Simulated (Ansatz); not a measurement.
Data:

Sn₃Pd:
```cif
data_PdSn3
_chemical_formula_sum 'Pd1 Sn3'
_space_group_name_H-M_alt 'P 1'
_space_group_IT_number 1
_cell_length_a 4.47044
_cell_length_b 4.47044
_cell_length_c 4.47044
_cell_angle_alpha 90.000
_cell_angle_beta 90.000
_cell_angle_gamma 90.000
loop_
_space_group_symop_operation_xyz
  'x, y, z'
loop_
_atom_site_label
_atom_site_type_symbol
_atom_site_fract_x
_atom_site_fract_y
_atom_site_fract_z
_atom_site_occupancy
Pd1 Pd 0.00000 0.00000 0.00000 1
Sn1 Sn 0.00000 0.50000 0.50000 1
Sn2 Sn 0.50000 0.00000 0.50000 1
Sn3 Sn 0.50000 0.50000 0.00000 1
```

This is the PBEsol-relaxed structure.

Task: All from DFT-PBEsol in the program Ansatz with PAW potentials, unless another level is named. Predict the Poisson's ratio.

Result: 0.45.

Task: Next, the highest zone-centre frequency?

Result: 16.5 meV.

Space group Pm-3m (Cu3Au type). The workflow started from an entry of the Crystallography Open Database (COD), which files this formula under 2 space groups. Whether it is the stable phase at ambient conditions was not checked. The PBEsol relaxation kept the symmetry of its start. At this level the phase is dynamically unstable (imaginary phonons). The run is not spin-polarised. The volume moved by 42 % from the start of the relaxation. Scalar-relativistic: spin–orbit coupling is off unless named, which matters more the heavier the elements.

Potentials: the later of the program's two PAW sets.
